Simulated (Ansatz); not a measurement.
Cu Kα1 powder pattern (kinematic, no thermal factors).
2θ (°) (relative intensity): 13.92 (3), 16.08 (100), 22.82 (18), 26.83 (3), 32.49 (26), 35.50 (2), 36.46 (28), 40.08 (4), 46.62 (11), 49.63 (13), 52.51 (10), 55.29 (2), 57.97 (2), 60.58 (10), 63.12 (7), 68.05 (1), 70.45 (6), 72.81 (3), 75.14 (2), 77.45 (2), 79.74 (1), 82.01 (3), 86.52 (1), 88.77 (3)

The pattern is computed from a structure relaxed with DFT PBE, scalar-relativistic, plane waves, PAW in Ansatz 0.2.0. No spin polarisation. Its elements are C, Ga, N, Sc.

Problem. Give the structure.

Solution. ScGaC6N6.
Space group Fm-3m (No. 225). a = 11.013 Å, b = 11.013 Å, c = 11.013 Å, α = 90.00°, β = 90.00°, γ = 90.00°
| atom | site | symmetry | x | y | z |
| --- | --- | --- | --- | --- | --- |
| Sc | 4b | m-3m | 0.5000 | 0.0000 | 0.0000 |
| Ga | 4a | m-3m | 0.0000 | 0.0000 | 0.0000 |
| C | 24e | 4m.m | 0.1945 | 0.0000 | 0.0000 |
| N | 24e | 4m.m | 0.3003 | 0.0000 | 0.0000 |

A pattern alone doesn't exclude other cells with like lines; this is the one computed.

The cell was found from a structure generator's guess, not taken from experiment.
